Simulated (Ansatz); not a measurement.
## Nb: from a starting cell to a relaxed one

The start is a generated cell, Nb placed in the fcc structure type. A full variable-cell relaxation at zero pressure is run with PBEsol (plane waves to 420 eV, PAW, scalar-relativistic; Ansatz, a quantum-chemistry and plane-wave program). The first steps use a coarse 13×13×13 k-mesh.

Input geometry:
```yaml
crystal:
  lattice:
    - [0.00000, 2.07887, 2.07887]
    - [2.07887, 0.00000, 2.07887]
    - [2.07887, 2.07887, 0.00000]
  atoms:
    - { symbol: Nb, position: [0.00000, 0.00000, 0.00000] }
```

- Outcome = The space group stays Fm-3m (No. 225) (the run could not lower it); the end is fcc (Cu type), with 1 atom in the primitive cell
- Volume change = +0.9 %, from 17.97 to 18.13 Å³/atom
- Shortest distances (start → end) = The closest pairs of elements (up to four, under 3.6 Å), start → end: Nb–Nb 2.94 → 2.95 Å
- Band gap at the end = no gap (metallic)
- Optimiser moves = 5

The end point of the relaxation:

```cif
data_Nb4
_chemical_formula_sum 'Nb4'
_space_group_name_H-M_alt 'Fm-3m'
_space_group_IT_number 225
_space_group_name_Hall '-F 4 2 3'
_cell_length_a 4.17021
_cell_length_b 4.17021
_cell_length_c 4.17021
_cell_angle_alpha 90.000
_cell_angle_beta 90.000
_cell_angle_gamma 90.000
loop_
_atom_site_label
_atom_site_type_symbol
_atom_site_symmetry_multiplicity
_atom_site_Wyckoff_symbol
_atom_site_fract_x
_atom_site_fract_y
_atom_site_fract_z
_atom_site_occupancy
Nb1 Nb 4 a 0.00000 0.00000 0.00000 1
```
(The calculation used a cell of 1 atom; values per cell refer to that cell.)

Final values are on a 19×19×19 k-mesh of the relaxed cell. No spin polarisation in the result.

The run could not lose the symmetry of its start, so the end can be a saddle point.

The relaxed structure here is a generated cell of Nb: the first start was made by placing the elements on the sites of a structure type, and the end was not matched to a known phase here, so it may be hypothetical. Known forms of Nb include space group No. 229.
